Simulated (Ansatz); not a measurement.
**Magnetic orders of K3CO**

These are results of DFT PBE, scalar-relativistic, plane waves, PAW in Ansatz, not measurements.

```yaml
crystal:
  lattice:
    - [5.23106, 0.00000, 0.00000]
    - [0.00000, 5.23106, 0.00000]
    - [0.00000, 0.00000, 5.23106]
  atoms:
    - { symbol: K, position: [0.00000, 0.00000, 0.50000] }
    - { symbol: K, position: [0.00000, 0.50000, 0.00000] }
    - { symbol: K, position: [0.50000, 0.00000, 0.00000] }
    - { symbol: C, position: [0.50000, 0.50000, 0.50000] }
    - { symbol: O, position: [0.00000, 0.00000, 0.00000] }
```

```
plane-wave cutoff                               : 420 eV
Γ-centred k-mesh                                : 8×8×8
occupation rule                                 : Gaussian smearing, 0.01 eV
list of starting moments (μB, in atom order)    : 0 0 0 1 0
check for lower electronic states after the SCF : on
```

Each order was relaxed in cell and atoms. A propagation vector, in units of the reciprocal vectors, doubles the cell, which takes an equally dense mesh. Site moments are spin moments in atom-centred spheres that scale with the neighbour distance. The states are those that the runs reached from these starts; a lower one can exist.

**Question.** Starts tried: no spin; ferromagnetic; antiferromagnetic, doubled cell, propagation vector (1/2, 1/2, 1/2). Which state comes out lowest, and what are the moments?

**Answer.** The lowest state is antiferromagnetic, reached from the start “antiferromagnetic, doubled cell, propagation vector (1/2, 1/2, 1/2)”, with site moments (μB) C +2.43, C -2.43.

```json
{"start": "no spin", "ends": "non-magnetic", "energy above lowest (meV/atom)": "282", "site moments (μB)": "none over 0.05", "gap on mesh (eV)": "metal", "volume (Å³/atom)": "27.98"}
{"start": "ferromagnetic", "ends": "ferromagnetic", "energy above lowest (meV/atom)": "4.38", "site moments (μB)": "C +2.44, O +0.11", "gap on mesh (eV)": "0.29", "volume (Å³/atom)": "28.41"}
{"start": "antiferromagnetic, doubled cell, propagation vector (1/2, 1/2, 1/2)", "ends": "antiferromagnetic", "energy above lowest (meV/atom)": "0.00", "site moments (μB)": "C +2.43, C -2.43", "gap on mesh (eV)": "0.79", "volume (Å³/atom)": "28.38"}
```

Cost: 3 runs of about 2.6 core-minutes in all, on Arm Neoverse V1 (shared hosts).